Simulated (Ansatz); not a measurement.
Space group Fd-3m:1 (No. 227). a = 8.026 Å, b = 8.026 Å, c = 8.026 Å, α = 90.00°, β = 90.00°, γ = 90.00°
```json
{"atom": "Bi", "site": "8b", "symmetry": "-43m", "x": "0.0000", "y": "0.0000", "z": "0.5000"}
{"atom": "Au", "site": "16c", "symmetry": ".-3m", "x": "0.1250", "y": "0.1250", "z": "0.1250"}
```

Equation of state of this BiAu2 structure (not necessarily the ground state), with shape and atoms relaxed at each volume where symmetry leaves them free. It has no gap at any of these volumes. Theory: DFT r2SCAN, scalar-relativistic, plane waves, PAW in Ansatz.

Settings: cutoff 500 eV, Γ-centred mesh 8×8×8 on the computed 6-atom cell, Gaussian smearing of 0.10 eV; no spin polarisation.

```tsv
V (Å³/atom)	E − E(largest V) (meV/atom)	P (GPa)
18.954	80.09	19.98
19.600	13.07	13.48
20.246	-30.10	8.11
20.892	-53.55	3.67
21.538	-60.70	0.00
22.185	-54.41	-3.02
22.831	-37.03	-5.51
23.692	0.00	-8.13
```

Problem. Fit a third-order Birch–Murnaghan equation to E(V).

Solution. V0 = 21.54 Å³/atom, B0 = 111 GPa, B0' = 5.4.

Spin-orbit coupling is left out, which matters for the bands of heavy elements.

Cost: 8 runs of about 5.1 core-minutes in all, on Intel Xeon 6975P-C (Granite Rapids) (shared hosts).